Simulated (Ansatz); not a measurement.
Relaxation of a relaxed Cu cell shaken by Gaussian noise of σ = 0.08 Å a coordinate; 8 atoms in the cell, which starts as P1 (No. 1), aP8; a = b = c = 4.544 Å, α = β = γ = 90.00°. Calculation: r2SCAN (plane waves to 500 eV, PAW, scalar-relativistic; Ansatz, a program for electronic structure). Γ-centred k-mesh 7×7×7 on the run's cell (coarser than for final values), Fermi–Dirac smearing 0.05 eV. This is the first round of the run. 

The optimiser's lines from the output (shortened; P is positive under compression):

```
relax step   1: F+E_penalty+E_count = -53048.10429609 eV  Δ(F+E_penalty+E_count) = +0.000e0 eV  max|allowed force component| = 3.989e0 eV/Å  Δτ_max = 0.0000 Å  P = +5.452 GPa  Ω = 93.855 Å³  (12 SCF iters, dr2 threshold 1.00e-7 eV, accepted)
relax step   2: F+E_penalty+E_count = -53048.77922079 eV  Δ(F+E_penalty+E_count) = -6.749e-1 eV  max|allowed force component| = 1.534e0 eV/Å  Δτ_max = 0.0832 Å  P = +1.985 GPa  Ω = 93.820 Å³  (12 SCF iters, dr2 threshold 8.00e-7 eV, accepted)
relax step   3: F+E_penalty+E_count = -53049.06476144 eV  Δ(F+E_penalty+E_count) = -2.855e-1 eV  max|allowed force component| = 3.056e-2 eV/Å  Δτ_max = 0.1442 Å  P = -0.028 GPa  Ω = 93.899 Å³  (13 SCF iters, dr2 threshold 8.00e-7 eV, accepted)
relax step   4: F+E_penalty+E_count = -53049.06599064 eV  Δ(F+E_penalty+E_count) = -1.229e-3 eV  max|allowed force component| = 2.354e-3 eV/Å  Δτ_max = 0.0260 Å  P = +0.018 GPa  Ω = 93.850 Å³  (10 SCF iters, dr2 threshold 5.84e-8 eV, accepted)
relax step   5: F+E_penalty+E_count = -53049.06614712 eV  Δ(F+E_penalty+E_count) = -1.565e-4 eV  max|allowed force component| = 1.236e-3 eV/Å  Δτ_max = 0.0110 Å  P = -0.004 GPa  Ω = 93.860 Å³  (10 SCF iters, dr2 threshold 1.27e-8 eV, accepted)
relax step   6: F+E_penalty+E_count = -53049.06615515 eV  Δ(F+E_penalty+E_count) = -8.031e-6 eV  max|allowed force component| = 1.250e-3 eV/Å  Δτ_max = 0.0000 Å  P = -0.009 GPa  Ω = 93.860 Å³  stress off target by 2.08e-2 GPa  SCF on the basis re-selected at this cell (its energy is not comparable with the rows above)  (7 SCF iters)
relax step   7: F+E_penalty+E_count = -53049.06616077 eV  Δ(F+E_penalty+E_count) = -5.617e-6 eV  max|allowed force component| = 6.975e-5 eV/Å  Δτ_max = 0.0008 Å  P = +0.001 GPa  Ω = 93.854 Å³  (7 SCF iters, dr2 threshold 1.08e-9 eV, accepted)
relax step   8: F+E_penalty+E_count = -53049.06615891 eV  Δ(F+E_penalty+E_count) = +1.858e-6 eV  max|allowed force component| = 7.991e-5 eV/Å  Δτ_max = 0.0000 Å  P = +0.001 GPa  Ω = 93.854 Å³  stress off target by 1.78e-3 GPa  SCF on the basis re-selected at this cell (its energy is not comparable with the rows above)  (6 SCF iters)
```

From the first to the last row the energy changes by -0.12 eV/atom and the volume by 0.0 %. The last row is marked as not comparable with the walk above it, whose basis was carried along; it does compare with step 1, since both stand on a basis selected at the nominal cutoff for their own cell.

Later rounds, restarted from the end of this one on a renewed k-mesh, logged 2 more steps and released under 0.01 eV/atom more. The final structure after all rounds: Pm-3n (No. 223), cP8; a = b = c = 4.5445 Å, α = β = γ = 90.00°. No spin polarisation in the result.

The relaxed structure here is a generated cell of Cu: the first start was made by placing the elements on the sites of a structure type, and the end was not matched to a known phase here, so it may be hypothetical. Known forms of Cu include space group No. 225.
